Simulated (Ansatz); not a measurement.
A geometry of Zn away from equilibrium: the start of the relaxation of a generated trial cell of Zn in the AFLOW prototype A_tP4_129_ac (A_d). The numbers are results of r2SCAN (plane waves to 500 eV, PAW, scalar-relativistic; Ansatz, an electronic-structure program), not measurements. Γ-centred k-mesh 7×7×11 on the run's cell (coarser than for final values), Fermi–Dirac smearing 0.05 eV.

```xyz
4
Lattice="4.4387 0.0000 0.0000 0.0000 4.4387 0.0000 0.0000 0.0000 3.0709" Properties=species:S:1:pos:R:3 pbc="T T T"
Zn     0.0000     0.0000     0.0000
Zn     2.2194     2.2194     0.0000
Zn     2.2194     0.0000     1.1516
Zn     0.0000     2.2194     1.9193
```

Question: Predict the force on each atom, in eV/Å.

Answer: 
```json
[
 {"atom": "Zn1", "Fx": "0.00", "Fy": "0.00", "Fz": "0.00"},
 {"atom": "Zn2", "Fx": "0.00", "Fy": "0.00", "Fz": "0.00"},
 {"atom": "Zn3", "Fx": "0.00", "Fy": "0.00", "Fz": "0.92"},
 {"atom": "Zn4", "Fx": "0.00", "Fy": "0.00", "Fz": "-0.92"}
]
```

Question: What is the pressure?

Answer: +0.9 GPa, compression positive.

Question: How far above the relaxed end point is this geometry?

Answer: 0.16 eV/atom; the path ends in I4/mmm (No. 139) (AFLOW prototype A_tI2_139_a (A_a)).

No spin polarisation in the result.

The run could not lose the symmetry of its start, so the end can be a saddle point.

The end of the path is a generated cell of Zn: the first start was made by placing the elements on the sites of a structure type, and the end was not matched to a known phase here, so it may be hypothetical. Known forms of Zn include space group No. 194.
